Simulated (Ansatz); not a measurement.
The elements of this relaxed trial crystal are hidden behind letters.

```
lattice vectors (Å)
   4.2162    0.0000    0.0000
   0.0000    4.2162    0.0000
   0.0000    0.0000    4.6430
fractional positions
X 0.0000 0.5000 0.5000
X 0.5000 0.0000 0.5000
Z 0.5000 0.5000 0.0000
Z 0.5000 0.5000 0.3318
Z 0.5000 0.5000 0.6682
```

These are results of DFT PBE, scalar-relativistic, plane waves, PAW (Ansatz), not measurements. Settings of the last relaxation (5-atom cell): 420 eV, 10×10×8 k points, Gaussian smearing of 0.10 eV, no spin polarisation.

```
Space group                                : P4/mmm (No. 123)
Conventional cell                          : a = 4.216 Å, c = 4.643 Å
Volume per atom                            : 16.51 Å³
Density                                    : 2.58 g/cm³
Energy over the elements                   : +0.40 eV/atom
Gap on the 10×10×8 mesh of the 5-atom cell : 0 eV (a metal)
```

Energies are uncorrected and count from the elements' standard states at the same level.

Problem. X is a d-block element of period 4 and Z is a p-block element of period 2. Which elements are they?

Solution. X = Ti, Z = B, so the formula is Ti2B3. Density times volume gives a mean mass of 2.58 × 16.51/1.6605 = 25.7 u per atom, and this set has 25.6 u. Among the elements that the hints allow, noble gases aside, only these give it. Ti is surrounded by 4 B at 2.25 Å; B on a site of symmetry 4/mmm is surrounded by 2 B at 1.54 Å; around B on a site of symmetry 4mm lie 2 B at 1.54–1.56 Å and 4 Ti at 2.25 Å.

Symmetry constrained the relaxation, so the result can be a saddle point. Another cell of Ti2B3 relaxed alike, in P-4m2, lies 0.91 eV/atom lower, so this cell isn't the stable form at this level.
